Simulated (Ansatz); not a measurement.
**Zr2Ni: do energies and stresses tell the same story?**

Theory: Ansatz, DFT PBEsol, scalar-relativistic, plane waves, PAW.

Cutoff 420 eV; k points 10×10×10 on the computed 6-atom cell (Γ-centred); Gaussian smearing, width 0.10 eV; no spin polarisation.

Relaxed cell: I4/mcm, a = 6.421 Å, b = 6.421 Å, c = 5.148 Å, α = 90.00°, β = 90.00°, γ = 90.00°, 6 atoms in the primitive cell. Whether it is the stable form of this composition wasn't checked.

Energies at zero smearing and pressures from the stress tensor, at volumes with shape and atoms relaxed:
```tsv
V (Å³/atom)	E − E(first) (meV/atom)	P (GPa)
15.564	0.00	21.08
16.095	-58.69	14.61
16.626	-97.53	9.02
17.156	-119.18	4.19
17.687	-125.89	0.00
18.217	-119.68	-3.62
18.748	-102.35	-6.72
19.455	-64.60	-10.20
```

Question: Check P = −dE/dV between neighbouring volumes, and get the bulk modulus from the pressures alone.

Answer: With 1 eV/Å³ = 160.2 GPa:
```csv
middle V (Å³/atom),−ΔE/ΔV (GPa),mean P (GPa)
15.830,17.723,17.850
16.360,11.727,11.817
16.891,6.537,6.605
17.422,2.026,2.096
17.952,-1.875,-1.809
18.483,-5.235,-5.169
19.102,-8.549,-8.460
```

The two differ by 0.13 GPa at most. The mean of two end pressures misses the average over a step by about ΔV² P″/12, up to 0.08 GPa here; with that taken off 0.05 GPa remains. The stress is the derivative of the free energy, not of the energy at zero smearing, and with free energies 0.01 GPa remains. Around V = 17.687 Å³/atom, the two neighbours give B = −V ΔP/ΔV = 17.687 × 7.81 / 1.061 = 130.2 GPa, against B0 = 129.3 GPa from the Birch–Murnaghan fit of the energies.

Spin polarisation was left out, and a magnetic state may lie lower.

A ferromagnetic start lost its moments in a first run, so spin was left out; other magnetic orders weren't tried.

Cost: 9 runs of about 27 core-minutes in all, on Arm Neoverse V1 (shared hosts).